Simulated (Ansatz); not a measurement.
Relaxed-ion elastic tensor of Be₅Au in space group F-43m (No. 216; Be on 16e, Be on 4c, Au on 4a) in GPa (Voigt order), PBEsol (plane waves, PAW; program Ansatz); density 7.18 g/cm³, 9.33 Å³ per atom.

```
 330  54.0  54.0   0.0   0.0   0.0
54.0   330  54.0   0.0   0.0   0.0
54.0  54.0   330   0.0   0.0   0.0
 0.0   0.0   0.0   120   0.0   0.0
 0.0   0.0   0.0   0.0   120   0.0
 0.0   0.0   0.0   0.0   0.0   120
```

Question: Is the crystal mechanically stable?

Answer: Yes: the smallest eigenvalue of C is 120 GPa.

Question: Work out the Voigt, Reuss and Hill averages.

Answer: K_V = 146, K_R = 146, K_H = 146; G_V = 127, G_R = 126, G_H = 127 GPa.

Question: Give Young's modulus, Poisson's ratio, Pugh's ratio and the universal anisotropy index.

Answer: E = 9KG/(3K + G) = 295 GPa; ν = 0.16; K/G = 1.15 (brittle by the Pugh limit of 1.75); A_U = 5G_V/G_R + K_V/K_R − 6 = 0.02.

Question: Estimate the sound speeds and the Debye temperature.

Answer: v_l = √((K + 4G/3)/ρ) = 6620 m/s, v_t = √(G/ρ) = 4200 m/s, mean 4620 m/s; Θ = (h/k)(3n/4πV)^(1/3) v_m = 653 K.

Question: Give the Zener ratio and Young's modulus along [100], [110] and [111].

Answer: A = 2C44/(C11 − C12) = 0.87; 1/E = S11 − 2(S11 − S12 − S44/2)Γ with Γ = 0, 1/4, 1/3 gives 314, 290, 282 GPa.

The workflow started from a Materials Project entry (that database holds measured and hypothetical structures alike); the Crystallography Open Database files this formula in space group No. 216, but the cells were not matched. Its standing as an ambient phase is unchecked. The PBEsol relaxation kept the symmetry of its start; its stability against distortions is not shown here. As this level gives no gap, shear constants depend on the k-mesh and smearing (Fermi–Dirac, 0.1 eV here). Spin–orbit coupling is left out wherever it is not named.

Potentials: the later of the program's two PAW sets.
